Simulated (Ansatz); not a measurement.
The relaxed structure here is a generated cell of Ir: the first start was made by placing the elements on the sites of a structure type, and the end was not matched to a known phase here, so it may be hypothetical. Known forms of Ir include space group No. 225.

The end point of a relaxation of Ir. Space group I4/mmm (No. 139), AFLOW prototype A_tI2_139_a (A_a). The numbers are results of PBEsol (plane waves to 420 eV, PAW, scalar-relativistic; Ansatz, a program for electronic structure), not measurements.

Space group I4/mmm (No. 139); a = 3.3120 Å, b = 3.3120 Å, c = 2.6416 Å, α = 90.00°, β = 90.00°, γ = 90.00°

```tsv
atom	site	symmetry	x	y	z
Ir	2a	4/mmm	0.0000	0.0000	0.0000
```
(The calculation used a cell of 1 atom; values per cell refer to that cell.)

| Quantity | Result |
|---|---|
| Volume per atom | 14.49 Å³ |
| Band gap | no gap (metallic) |
| Shortest distances | Ir–Ir 2.64 Å |
| k-mesh | 22×22×22 |

No spin polarisation in the result.

The run could not lose the symmetry of its start: the end is stationary, and may be a saddle point rather than a minimum.

It was reached from a disturbed copy of a Pm-3m (No. 221) cell (simple cubic type), against which it lies -0.75 eV/atom.
